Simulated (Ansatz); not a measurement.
The relaxed structure here is a generated cell of GeSe: the first start was made by placing the elements on the sites of a structure type, and the end was not matched to a known phase here, so it may be hypothetical. Known forms of GeSe include space group No. 62.

A structure of GeSe relaxed with PBEsol (plane waves to 420 eV, PAW, scalar-relativistic; Ansatz, a quantum-chemistry and plane-wave program); single points at other levels follow on the same geometry (Ansatz, PAW; HSE06 at 420 eV on a 6×6×2 k-mesh; no spin-orbit coupling). Space group P6₃mc (No. 186).

```yaml
crystal:
  lattice:
    - [4.71321, 0.00000, 0.00000]
    - [-2.35660, 4.08176, 0.00000]
    - [0.00000, 0.00000, 11.12025]
  atoms:
    - { symbol: Ge, position: [0.00000, 0.00000, 0.02284] }
    - { symbol: Ge, position: [0.00000, 0.00000, 0.52284] }
    - { symbol: Ge, position: [0.66667, 0.33333, 0.77265] }
    - { symbol: Ge, position: [0.33333, 0.66667, 0.27265] }
    - { symbol: Se, position: [0.00000, 0.00000, 0.79009] }
    - { symbol: Se, position: [0.00000, 0.00000, 0.29009] }
    - { symbol: Se, position: [0.66667, 0.33333, 0.54005] }
    - { symbol: Se, position: [0.33333, 0.66667, 0.04005] }
```

| level | gap (eV) | kind | conduction minimum |
|---|---|---|---|
| PBEsol | 0.45 | indirect | k = (0.125, 0.125, 0.3333) |
| HSE06 | (withheld) | – | (withheld) |

Problem. Complete the blanks.

Solution. 
- HSE06, gap (eV): 0.80
- HSE06, conduction minimum: k = (0.125, 0.125, 0.3333)

HSE06 gaps come from a coarse mesh plus a few chosen points, so they may be too large. No spin polarisation in the result.

The run could not lose the symmetry of its start: the end is stationary, and may be a saddle point rather than a minimum.
